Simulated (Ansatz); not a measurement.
Input:

HfO2:
```cif
data_HfO2
_chemical_formula_sum 'Hf1 O2'
_space_group_name_H-M_alt 'P 1'
_space_group_IT_number 1
_cell_length_a 3.19718
_cell_length_b 3.19718
_cell_length_c 4.57383
_cell_angle_alpha 90.000
_cell_angle_beta 90.000
_cell_angle_gamma 120.000
loop_
_space_group_symop_operation_xyz
  'x, y, z'
loop_
_atom_site_label
_atom_site_type_symbol
_atom_site_fract_x
_atom_site_fract_y
_atom_site_fract_z
_atom_site_occupancy
Hf1 Hf 0.00000 0.00000 0.00000 1
O1 O 0.33333 0.66667 0.20871 1
O2 O 0.66667 0.33333 0.79129 1
```

This is the LDA-relaxed structure.

Question: All from DFT-LDA in the program Ansatz with PAW potentials, unless another level is named. Predict the formation energy from the elements (no fitted shifts).

Answer: -3.34 eV/atom.

Question: Predict the electron effective mass.

Answer: 0.94, 1.1, 1.1 mₑ (principal values).

Question: Predict the smallest direct gap on the standard path.

Answer: 4.91 eV.

Question: Predict the weight of the valence-edge state by species (Voronoi cells).

Answer: O 96 %, Hf 4 %.

Question: Give the weight of the conduction-edge state by species (Voronoi cells).

Answer: Hf 65 %, O 35 %.

Space group P-3m1 (CdI2 type). A made-up cell: these elements were put on the sites of a structure type; neither database checked (COD, Materials Project) lists it. It is not the phase usual at ambient conditions (space group No. 14, 29). Symmetry was held in the LDA relaxation; phonons on a q-mesh show no instability. The run is not spin-polarised. A crystal of weakly bound layers computed without a dispersion correction: the cell and the soft elastic constants depend strongly on that. The references are the lowest solids computed at this level, not always the standard phases (solids in place of the gases). Scalar-relativistic: spin–orbit coupling is off unless named, which matters more the heavier the elements.

Potentials: the earlier of the program's two PAW sets.
